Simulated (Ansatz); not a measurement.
Values for one crystal, relaxed and computed with r²SCAN in the plane-wave PAW code Ansatz; other levels are named.

| Quantity | Result |
|---|---|
| Volume per atom | 31.40 Å³ |
| Electronic character | metallic (no gap) |
| Elastic constants (relaxed ions, GPa) | C11 = 41.2, C12 = 60.8, C44 = 1.1 |
| Density of states at the Fermi level | 0.70 states/eV per atom (mean over ±0.08 eV) |
| Mechanical stability | unstable (C has a negative eigenvalue) |
| Pressure derivative B′ | 4.7 |
| Bulk modulus (Birch–Murnaghan fit) | 54.3 GPa |

Task: Pick the material that matches.
(A) Ga, diamond
(B) Pt, fcc (Cu type)
(C) Ce, fcc (Cu type)
(D) Bi, fcc (Cu type)

Result: D, Bi, fcc (Cu type)

Space group Fm-3m (fcc (Cu type)). The start of the workflow was typed in or built on a structure type; neither database checked (COD, Materials Project) lists it. It is not the phase usual at ambient conditions (space group No. 166). The r²SCAN relaxation kept the symmetry of its start. As this level gives no gap, shear constants depend on the k-mesh and smearing (Fermi–Dirac, 0.1 eV here). Scalar-relativistic: spin–orbit coupling is off unless named, which matters more the heavier the elements.

Potentials: the earlier of the program's two PAW sets.
